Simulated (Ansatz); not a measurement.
Relaxed GaAs (zinc blende):

```xyz
4
Lattice="0.0000 5.7461 5.7461 2.8730 0.0000 2.8730 2.8730 2.8730 0.0000" Properties=species:S:1:pos:R:3 pbc="T T T"
As     4.3096     4.3096     4.3096
As     4.3096     7.1826     7.1826
Ga     0.0000     0.0000     0.0000
Ga     2.8730     5.7461     2.8730
```

The atoms are displaced by Q × the pattern below (from a DFPT mode at L = (0.5, 0.0, 0.0), largest move 1; Q in Å), at fixed cell. It is one choice among 2 degenerate patterns. (q is in reciprocal vectors of the primitive cell; the cell shown is doubled to hold the pattern.)

```json
[
 {"atom": "As1", "x": "0.267", "y": "-0.486", "z": "0.753"},
 {"atom": "As2", "x": "-0.267", "y": "0.486", "z": "-0.753"},
 {"atom": "Ga3", "x": "-0.285", "y": "0.520", "z": "-0.805"},
 {"atom": "Ga4", "x": "0.285", "y": "-0.520", "z": "0.805"}
]
```

Computed with PBE (plane waves to 420 eV, PAW, scalar-relativistic; Ansatz, a first-principles code). k mesh 5×10×10 (Γ-centred), Fermi-Dirac smearing 0.05 eV. The energy includes the smearing's −TS. GaAs was relaxed with its symmetry unable to fall. The PAW data are Ansatz's earlier set. ΔE is measured from the undisplaced structure.

| Q (Å) | ΔE (eV/cell) |
|---|---|
| -0.180 | 0.0590 |
| -0.120 | 0.0258 |
| -0.060 | 0.0064 |
| 0.000 | 0.0000 |
| 0.060 | 0.0064 |
| 0.120 | 0.0258 |
| 0.180 | 0.0590 |

Question: Which DFPT wavenumber at L = (0.5, 0.0, 0.0) belongs to this mode?
(A) 243 cm⁻¹
(B) 220 cm⁻¹
(C) 60 cm⁻¹
(D) 197 cm⁻¹

Answer: C, 60 cm⁻¹. The curvature of the scan gives 60 cm⁻¹

(For displaced atoms, the force is minus the slope of the energy, and its curvature is a force constant, which sets phonon frequencies.)
